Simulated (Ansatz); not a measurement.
Input:

V (bcc, W type), conventional cell a = 2.9974 Å, b = 2.9974 Å, c = 2.9974 Å, α = 90.00°, β = 90.00°, γ = 90.00°. The calculation uses the primitive cell of 1 atom, to which meshes and values per cell refer.

The volume is varied about the relaxed value V₀ at fixed cell shape. Symmetry pins the atoms to their sites.

Method: PBE (plane waves to 420 eV, PAW, scalar-relativistic; Ansatz, an electronic-structure program). k mesh 22×22×22 (Γ-centred), Fermi-Dirac smearing 0.05 eV. E stands for the smeared free energy. Stress and pressure are positive under compression. The PAW data are Ansatz's earlier set. V is run without spin polarisation. V was relaxed with its symmetry unable to fall. ΔE is measured from the relaxed starting cell.

The scan covers V/V₀ from 0.940 to 1.060 in 11 points.

Q: What pressure does the cell carry at V/V₀ = 0.940?

A: 12.6 GPa.

Q: What is ΔE at V/V₀ = 1.060?

A: 25 meV/atom.

Q: What is ΔE at V/V₀ = 0.940?

A: 30 meV/atom.

(A scan under strain: stresses follow from slopes of the energy per volume, elastic moduli from its curvatures.)
